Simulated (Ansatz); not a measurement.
W in space group Fd-3m (No. 227; W on 8a, W on 16d) at seven volumes, DFT-PBEsol in the program Ansatz with PAW potentials, scaled uniformly. One row is withheld.

```json
[
 {"V (Å³/atom)": "14.855", "P (GPa)": "33.66"},
 {"V (Å³/atom)": "15.345", "P (GPa)": "20.69"},
 {"V (Å³/atom)": "15.835", "P (GPa)": "?"},
 {"V (Å³/atom)": "16.325", "P (GPa)": "0.01"},
 {"V (Å³/atom)": "16.814", "P (GPa)": "-8.12"},
 {"V (Å³/atom)": "17.304", "P (GPa)": "-15.08"},
 {"V (Å³/atom)": "17.794", "P (GPa)": "-21.02"}
]
```

Question: Fit the shown pressures and predict the withheld one.

Answer: Third-order Birch–Murnaghan: P = (3/2)B₀(x^(7/2) − x^(5/2))[1 + (3/4)(B′ − 4)(x − 1)] with x = (V₀/V)^(2/3). Least squares on the six rows gives V₀ = 16.326 Å³/atom, B₀ = 292.6 GPa, B′ = 4.19. At V = 15.835, x = 1.0206 and P = 9.53 GPa. The run itself gave 9.55 GPa.

The start of the workflow was typed in or built on a structure type; neither database checked (COD, Materials Project) lists it. It is not the phase usual at ambient conditions (space group No. 229). The cell was relaxed with PBEsol under the symmetry of its start; its stability against distortions is not shown here. No spin polarisation was allowed. Spin–orbit coupling is left out wherever it is not named.

Potentials: the earlier of the program's two PAW sets. The files were generated under PBE; for other functionals the program regenerates the frozen cores, and for LDA and PBEsol the local potential too.
